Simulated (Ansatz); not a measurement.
Values for one crystal, relaxed and computed with the program Ansatz at the LDA level (PAW); other levels are named.

```yaml
volume_per_atom: 25.48 Å³
band_gap: 0.41 eV (smallest direct gap 0.41 eV)
Young's modulus: 47.6 GPa
Elastic constants (relaxed ions, GPa): C11 = 94.3, C12 = 40.0, C13 = 55.6, C33 = 72.9, C44 = 23.9, C66 = 10.5
electron_effective_mass: 0.068, 0.068, 0.086 mₑ (principal values)
Bulk modulus (Birch–Murnaghan fit): 62.4 GPa
Poisson's ratio: 0.37
```

Task: Which of these materials gives this?
A) Cd5TeS4, I-4m2 (Pearson symbol tI20)
B) TiO2, Pbca (Ti on 8c, O on 8c, O on 8c)
C) K2S, P6_3/mmc (S on 2c, K on 2a, K on 2d)
D) GaN, P6_3mc (Pearson symbol hP12)

Result: A, Cd5TeS4, I-4m2 (Pearson symbol tI20)

The workflow started from a Materials Project entry (that database holds measured and hypothetical structures alike); the Crystallography Open Database copy checked does not list it. Whether it is the stable phase at ambient conditions was not checked. Symmetry was held in the LDA relaxation; whether a distortion lowers the energy is not shown. Spin–orbit coupling is left out wherever it is not named.

Potentials: the later of the program's two PAW sets.
